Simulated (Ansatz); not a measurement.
Total density of states per atom from r²SCAN (plane waves, PAW; program Ansatz), in 0.25 eV bins, energy from the Fermi level:

(E (eV), states/eV/atom): (-7.85, 0.09); (-7.60, 0.19); (-7.35, 0.32); (-7.10, 0.44); (-6.85, 0.69); (-6.60, 0.78); (-6.35, 0.59); (-6.10, 0.40); (-5.85, 0.60); (-5.60, 0.68); (-5.35, 0.50); (-5.10, 0.43); (-4.85, 0.92); (-4.60, 1.34); (-4.35, 1.18); (-4.10, 0.62); (-3.85, 0.53); (-3.60, 0.65); (-3.35, 0.87); (-3.10, 0.84); (-2.85, 0.64); (-2.60, 0.59); (-2.35, 0.70); (-2.10, 1.05); (-1.85, 1.01); (-1.60, 1.30); (-1.35, 1.31); (-1.10, 1.50); (-0.85, 1.12); (-0.60, 0.78); (-0.35, 0.65); (-0.10, 0.71); (0.15, 0.73); (0.40, 0.74); (0.65, 0.55); (0.90, 0.37); (1.15, 0.29); (1.40, 0.21); (1.65, 0.16); (1.90, 0.29); (2.15, 0.40); (2.40, 0.42); (2.65, 0.47); (2.90, 0.64); (3.15, 0.71); (3.40, 0.68); (3.65, 0.59); (3.90, 0.39); (4.15, 0.21); (4.40, 0.07); (4.65, 0.01)

**Question.** Which of these materials gives this?
A. NbN3, ReO3 type
B. CoRhN2, R-3m (Co on 3b, Rh on 3a, N on 6c)
C. Zr2SiN, P6_3/mmc (Zr on 4f, Si on 2d, N on 2a)
D. V2SiN, Cmcm (V on 8f, Si on 4c, N on 4a)

**Answer.** B, CoRhN2, R-3m (Co on 3b, Rh on 3a, N on 6c). Within 0.5 eV of the Fermi level: Co 3d 37 %, Rh 4d 30 %, N 2p 28 %. Projections are on Löwdin-orthogonalised atomic valence shells; empty p or d shells of many metals are not among them.

The start of the workflow was typed in or built on a structure type; neither database checked (COD, Materials Project) lists it. Whether it is the stable phase at ambient conditions was not checked. The r²SCAN relaxation kept the symmetry of its start; whether a distortion lowers the energy is not shown. The final state is ferromagnetic, the only order run, not a proven ground state. Its formation energy is positive at this level, so the cell may be metastable or incomplete. Other orbital occupations within this spin state were not tried. No Hubbard U is applied. Spin–orbit coupling is left out wherever it is not named.

Potentials: the earlier of the program's two PAW sets. The files were generated under PBE; for other functionals the program regenerates the frozen cores, and for LDA and PBEsol the local potential too.
